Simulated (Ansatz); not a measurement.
Data:

Zn₃N₂:
```cif
data_N4Zn6
_chemical_formula_sum 'Zn6 N4'
_space_group_name_H-M_alt 'P63/mmc'
_space_group_IT_number 194
_space_group_name_Hall '-P 6c 2c'
_cell_length_a 3.31954
_cell_length_b 3.31954
_cell_length_c 11.65642
_cell_angle_alpha 90.000
_cell_angle_beta 90.000
_cell_angle_gamma 120.000
loop_
_atom_site_label
_atom_site_type_symbol
_atom_site_symmetry_multiplicity
_atom_site_Wyckoff_symbol
_atom_site_fract_x
_atom_site_fract_y
_atom_site_fract_z
_atom_site_occupancy
Zn1 Zn 4 f 0.33333 0.66667 0.07880 1
Zn2 Zn 2 b 0.00000 0.00000 0.25000 1
N1 N 2 c 0.33333 0.66667 0.25000 1
N2 N 2 a 0.00000 0.00000 0.00000 1
```

This is the LDA-relaxed structure.

Task: All from LDA in the plane-wave PAW code Ansatz, unless another level is named. Give the electronic character.

Result: no gap, with almost no states at the Fermi level (zero-gap or semimetallic).

Task: What about the formation energy from the elements (no fitted shifts)?

Result: -0.059 eV/atom.

Space group P6_3/mmc. The first step of the workflow began from a Materials Project structure, measured or hypothetical; the Crystallography Open Database copy checked does not list it. Its standing as an ambient phase is unchecked. Symmetry was held in the LDA relaxation; of distortions, only those at the zone centre were tested. The references are the lowest solids computed at this level, not always the standard phases (solids in place of the gases).

Potentials: the later of the program's two PAW sets.
